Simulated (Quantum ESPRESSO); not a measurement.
# SiGaZnInAs4: input and log of a self-consistent run

Simulated, not a measurement. The program is pw.x of Quantum ESPRESSO 7.5 (plane-wave density functional theory). The cell is made up: 8 atoms on a zincblende/diamond lattice, with randomly drawn elements, strain and displacements, not relaxed. PseudoDojo standard norm-conserving files (v0.5 for PBE, v0.4.1 for LDA and PBEsol) set the functional; there is no spin polarisation, spin-orbit coupling or dispersion term, and the masses in the input are unused placeholders.

Input:

```
&control calculation='scf', pseudo_dir='./dojo.nc.sr.pbe.v0_5.standard.upf', outdir='./o', disk_io='low', tprnfor=.true., tstress=.true. /
&system ibrav=0, nat=8, ntyp=5, nbnd=65, ecutwfc=84.00895049, nosym=.true., tot_charge=0,
 occupations='smearing', smearing='fd', degauss=0.0073498644
/
&electrons conv_thr=7.350e-09, electron_maxstep=60, /
ATOMIC_SPECIES
As 1.0 As.upf
Ga 1.0 Ga.upf
In 1.0 In.upf
Si 1.0 Si.upf
Zn 1.0 Zn.upf
CELL_PARAMETERS angstrom
6.0623 -0.0096 0.0823
-0.0096 6.0179 -0.0306
0.0823 -0.0306 5.939
ATOMIC_POSITIONS angstrom
Si 0.0431 -0.0112 -0.0603
Ga 0.1551 3.0776 2.9206
Zn 3.1187 0.0322 2.9924
In 2.974 3.0088 0.1315
As 1.242 1.5738 1.3662
As 1.5781 4.5638 4.7044
As 4.5921 1.3506 4.5177
As 4.5614 4.5987 1.5658
K_POINTS automatic
6 6 6 1 1 1
```

The log is shortened where brackets say so; the opening notice, blank lines, dates and the lines on written files are dropped, and the path of the files is cut. It prints rydbergs, bohrs and kilobars, and counts compression as positive stress.

```
     Program PWSCF v.7.5
     Parallel version (MPI & OpenMP), running on       4 processor cores
     Number of MPI processes:                 4
     Threads/MPI process:                     1
     [start-up lines left out]
     bravais-lattice index     =            0
     lattice parameter (alat)  =      11.4572  a.u.
     unit-cell volume          =    1461.8346 (a.u.)^3
     number of atoms/cell      =            8
     number of atomic types    =            5
     number of electrons       =       110.00
     number of Kohn-Sham states=           65
     kinetic-energy cutoff     =      84.0090  Ry
     charge density cutoff     =     336.0358  Ry
     scf convergence threshold =      7.3E-09
     mixing beta               =       0.7000
     number of iterations used =            8  plain     mixing
     Exchange-correlation= PBE
                           (   1   4   3   4   0   0   0)
     [axes and pseudopotential details left out]
   Cartesian axes
     site n.     atom                  positions (alat units)
         1        Si     tau(   1) = (   0.0071088  -0.0018473  -0.0099458  )
         2        Ga     tau(   2) = (   0.0255820   0.5076147   0.4817194  )
         3        Zn     tau(   3) = (   0.5143937   0.0053110   0.4935619  )
         4        In     tau(   4) = (   0.4905271   0.4962669   0.0216894  )
         5        As     tau(   5) = (   0.2048536   0.2595802   0.2253390  )
         6        As     tau(   6) = (   0.2602894   0.7527463   0.7759366  )
         7        As     tau(   7) = (   0.7574140   0.2227659   0.7451426  )
         8        As     tau(   8) = (   0.7523504   0.7585026   0.2582607  )
     number of k points=   108  Fermi-Dirac smearing, width (Ry)=  0.0073
     Number of k-points >= 100: set verbosity='high' to print them.
     Dense  grid:   152079 G-vectors     FFT dimensions: (  72,  72,  72)
     Estimated max dynamical RAM per process >     760.75 MB
     Estimated total dynamical RAM >       2.86 GB
     Initial potential from superposition of free atoms
     starting charge     109.9917, renormalised to     110.0000
     Starting wfcs are   68 randomized atomic wfcs
     total cpu time spent up to now is       28.3 secs
     per-process dynamical memory:   653.0 Mb
     Self-consistent Calculation
     iteration #  1     ecut=    84.01 Ry     beta= 0.70
     Davidson diagonalization with overlap
     ethr =  1.00E-02,  avg # of iterations =  4.3
     Threshold (ethr) on eigenvalues was too large:
     Diagonalizing with lowered threshold
     Davidson diagonalization with overlap
     ethr =  2.12E-04,  avg # of iterations =  6.0
     total cpu time spent up to now is      172.2 secs
     total energy              =   -1560.88504966 Ry
     estimated scf accuracy    <       0.23370983 Ry
     iteration #  2     ecut=    84.01 Ry     beta= 0.70
     Davidson diagonalization with overlap
     ethr =  2.12E-04,  avg # of iterations =  3.4
     total cpu time spent up to now is      244.0 secs
     total energy              =   -1560.92850747 Ry
     estimated scf accuracy    <       0.11486794 Ry
     iteration #  3     ecut=    84.01 Ry     beta= 0.70
     Davidson diagonalization with overlap
     ethr =  1.04E-04,  avg # of iterations =  2.1
     total cpu time spent up to now is      306.2 secs
     total energy              =   -1560.95413041 Ry
     estimated scf accuracy    <       0.01126801 Ry
     iteration #  4     ecut=    84.01 Ry     beta= 0.70
     Davidson diagonalization with overlap
     ethr =  1.02E-05,  avg # of iterations =  7.0
     total cpu time spent up to now is      381.3 secs
     total energy              =   -1560.95692426 Ry
     estimated scf accuracy    <       0.00493019 Ry
     iteration #  5     ecut=    84.01 Ry     beta= 0.70
     Davidson diagonalization with overlap
     ethr =  4.48E-06,  avg # of iterations =  2.4
     total cpu time spent up to now is      446.6 secs
     total energy              =   -1560.95779297 Ry
     estimated scf accuracy    <       0.00028307 Ry
     iteration #  6     ecut=    84.01 Ry     beta= 0.70
     Davidson diagonalization with overlap
     ethr =  2.57E-07,  avg # of iterations =  2.7
     total cpu time spent up to now is      517.5 secs
     total energy              =   -1560.95786300 Ry
     estimated scf accuracy    <       0.00002002 Ry
     iteration #  7     ecut=    84.01 Ry     beta= 0.70
     Davidson diagonalization with overlap
     ethr =  1.82E-08,  avg # of iterations =  3.7
     total cpu time spent up to now is      588.0 secs
     total energy              =   -1560.95786890 Ry
     estimated scf accuracy    <       0.00000351 Ry
     iteration #  8     ecut=    84.01 Ry     beta= 0.70
     Davidson diagonalization with overlap
     ethr =  3.19E-09,  avg # of iterations =  2.8
     total cpu time spent up to now is      652.3 secs
     total energy              =   -1560.95786984 Ry
     estimated scf accuracy    <       0.00000099 Ry
     iteration #  9     ecut=    84.01 Ry     beta= 0.70
     Davidson diagonalization with overlap
     ethr =  9.02E-10,  avg # of iterations =  2.0
     total cpu time spent up to now is      710.9 secs
     total energy              =   -1560.95787002 Ry
     estimated scf accuracy    <       0.00000006 Ry
     iteration # 10     ecut=    84.01 Ry     beta= 0.70
     Davidson diagonalization with overlap
     ethr =  5.78E-11,  avg # of iterations =  3.7
     total cpu time spent up to now is      784.1 secs
     End of self-consistent calculation
     [lines on levels left out]
!    total energy              =   -1560.95787005 Ry
     estimated scf accuracy    <          4.1E-09 Ry
     smearing contrib. (-TS)   =      -0.00166433 Ry
     internal energy E=F+TS    =   -1560.95620572 Ry
     The total energy is F=E-TS. E is the sum of the following terms:
     one-electron contribution =   -1065.78219711 Ry
     hartree contribution      =     578.69565532 Ry
     xc contribution           =    -319.67262263 Ry
     ewald contribution        =    -754.19704129 Ry
     convergence has been achieved in  10 iterations
     Forces acting on atoms (cartesian axes, Ry/au):
     atom    1 type  4   force =    -0.06003960    0.01723080    0.02120646
     atom    2 type  2   force =    -0.04733111    0.01232711    0.03372669
     atom    3 type  5   force =    -0.01911788    0.00058237    0.00359263
     atom    4 type  3   force =     0.04332775   -0.01539945   -0.00188912
     atom    5 type  1   force =     0.03017665   -0.05901633    0.03086955
     atom    6 type  1   force =    -0.00543404    0.02108488   -0.08362944
     atom    7 type  1   force =     0.02928684    0.01224843   -0.00874480
     atom    8 type  1   force =     0.02913139    0.01094219    0.00486803
     Total force =     0.158961     Total SCF correction =     0.000386
     Computing stress (Cartesian axis) and pressure
          total   stress  (Ry/bohr**3)                   (kbar)     P=      -33.04
  -0.00024124  -0.00004034  -0.00008609          -35.49       -5.93      -12.66
  -0.00004034  -0.00023346   0.00006476           -5.93      -34.34        9.53
  -0.00008609   0.00006476  -0.00019904          -12.66        9.53      -29.28
     init_run     :     22.55s CPU     23.54s WALL (       1 calls)
     electrons    :    742.89s CPU    755.85s WALL (       1 calls)
     forces       :      8.38s CPU      8.42s WALL (       1 calls)
     stress       :     26.75s CPU     27.07s WALL (       1 calls)
     [timing details left out]
     PWSCF        :  13m25.58s CPU  13m40.14s WALL
     JOB DONE.
```

In other units: free energy -21237.914 eV for the cell, pressure -3.30 GPa, largest force component 2.150 eV/Å. A rerun of this cell at 1437 eV and a 8 x 8 x 8 mesh moved values by no more than 0.004 eV in energy, 0.02 GPa in stress and 0.003 eV/Å in force.